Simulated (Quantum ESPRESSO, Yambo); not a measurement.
# Quasiparticle gap of LaAgSO

```cif
data_Ag2La2O2S2
_chemical_formula_sum 'O2 S2 Ag2 La2'
_space_group_name_H-M_alt 'P 1'
_space_group_IT_number 1
_cell_length_a 4.09172
_cell_length_b 4.09172
_cell_length_c 9.10242
_cell_angle_alpha 90.000
_cell_angle_beta 90.000
_cell_angle_gamma 90.000
loop_
_space_group_symop_operation_xyz
  'x, y, z'
loop_
_atom_site_label
_atom_site_type_symbol
_atom_site_fract_x
_atom_site_fract_y
_atom_site_fract_z
_atom_site_occupancy
O1 O 0.00000 0.00000 0.00000 1
O2 O 0.50000 0.50000 0.00000 1
S1 S 0.00000 0.50000 0.30696 1
S2 S 0.50000 0.00000 0.69304 1
Ag1 Ag 0.50000 0.50000 0.50000 1
Ag2 Ag 0.00000 0.00000 0.50000 1
La1 La 0.00000 0.50000 0.86503 1
La2 La 0.50000 0.00000 0.13497 1
```

The geometry is that of Materials Project entry mp-6625, symmetrised and not relaxed again.

Starting point: norm-conserving PBEsol (Quantum ESPRESSO, 110 Ry, scalar-relativistic). G0W0 in Yambo: 4×4×1 Γ-centred k mesh, bands 9 to 179 and a 6 Ry block in the screening, 179 bands in G with the Bruneval-Gonze terminator, plasmon pole fitted at 27.2 eV.

```yaml
PBEsol gap along the band path: 1.22 eV
PBEsol gap between the mesh's edge points (Γ → Γ): 1.22 eV
G0W0 gap between the same points: 2.14 eV
```

```json
[
 {"k point": "Γ", "band": "VB", "E PBEsol (eV)": "0.00", "E QP (eV)": "-0.48", "shift (eV)": "-0.48", "Z": "0.79"},
 {"k point": "Γ", "band": "CB", "E PBEsol (eV)": "1.22", "E QP (eV)": "1.67", "shift (eV)": "0.44", "Z": "0.81"},
 {"k point": "X", "band": "VB", "E PBEsol (eV)": "-0.69", "E QP (eV)": "-1.19", "shift (eV)": "-0.50", "Z": "0.79"},
 {"k point": "X", "band": "CB", "E PBEsol (eV)": "2.33", "E QP (eV)": "3.11", "shift (eV)": "0.78", "Z": "0.81"},
 {"k point": "M", "band": "VB", "E PBEsol (eV)": "-1.30", "E QP (eV)": "-1.91", "shift (eV)": "-0.60", "Z": "0.79"},
 {"k point": "M", "band": "CB", "E PBEsol (eV)": "2.92", "E QP (eV)": "3.62", "shift (eV)": "0.70", "Z": "0.81"}
]
```

Energies count from the PBEsol valence-band maximum.

Nearest settings tried, and what they do to the gap: 95 bands in W: +158 meV. Not varied: bands in G, block, mesh. So the settings aren't converged at that level.

Spin-orbit splittings are left out. The 4f states are in the valence at their DFT position.
